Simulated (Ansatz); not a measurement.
Question: Name crystals whose computed values (DFT-LDA in the program Ansatz with PAW potentials) fall in these windows: Θ_D (K) 440 to 580; B₀ by P(V) fit (GPa) 130 to 160.

Answer: 

```json
[
 {"crystal": "TiSi, Cmmm (Ti on 2b, Si on 2d)", "Θ_D (K)": "509", "B₀ by P(V) fit (GPa)": "147"},
 {"crystal": "YOF, R-3m (Y on 6c, O on 6c, F on 6c)", "Θ_D (K)": "525", "B₀ by P(V) fit (GPa)": "158"},
 {"crystal": "TiS, NiAs type", "Θ_D (K)": "554", "B₀ by P(V) fit (GPa)": "153"},
 {"crystal": "YOF, P4/nmm (Y on 2c, O on 2b, F on 2a)", "Θ_D (K)": "486", "B₀ by P(V) fit (GPa)": "148"},
 {"crystal": "BaTiO3, R3m (Ba on 3a, Ti on 3a, O on 9b)", "Θ_D (K)": "482", "B₀ by P(V) fit (GPa)": "150"}
]
```
Others may fit too.

Not the usual ambient phase: BaTiO3, R3m (Ba on 3a, Ti on 3a, O on 9b). Standing as an ambient phase not checked: TiSi, Cmmm (Ti on 2b, Si on 2d); YOF, R-3m (Y on 6c, O on 6c, F on 6c); TiS, NiAs type; YOF, P4/nmm (Y on 2c, O on 2b, F on 2a). All cells were relaxed under the symmetry of their starts (and spin orders); stability against distortions was not tested throughout. Rows with no word on spin ran without spin polarisation. Scalar-relativistic: spin–orbit coupling is off unless named, which matters more the heavier the elements.

Potentials: the later of the program's two PAW sets.
